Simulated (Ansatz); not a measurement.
**SiO2: field gradients at two levels of theory**

Cell: a structure deposited in the COD, ions relaxed with PBE at fixed cell.

Space group P4_12_12 (No. 92); a = 4.9727, c = 6.9257 Å.

```csv
site,Wyckoff,site symmetry,x,y,z
Si,4a,..2,0.3055,0.3055,0.0000
O,8b,1,0.2365,0.1167,0.1852
```

One atom of each set is listed.

First run. Method: Kohn–Sham DFT in Ansatz, PBE, plane waves and PAW, scalar-relativistic, 420 eV cutoff, Γ-centred 5×5×4 k-points, Fermi–Dirac smearing 0.02 eV.

```
site  V_zz (10²¹ V/m²)     η
  Si             -0.40  0.90
   O              9.45  0.19
```

Second run. The same atoms and settings, except that the gradients are read without the response of the frozen cores to their surroundings (frozen_core: stored), which the first run includes.

Task: Given the first result, estimate the second.

Result: 

```csv
site,V_zz,η,change of V_zz
Si,-0.37,0.91,+0.03
O,9.75,0.19,+0.30
```

The largest change of V_zz is on O, from 9.45 to 9.75. In per cent, |V_zz| changes by +3 on O (all sites that start above 0.5).
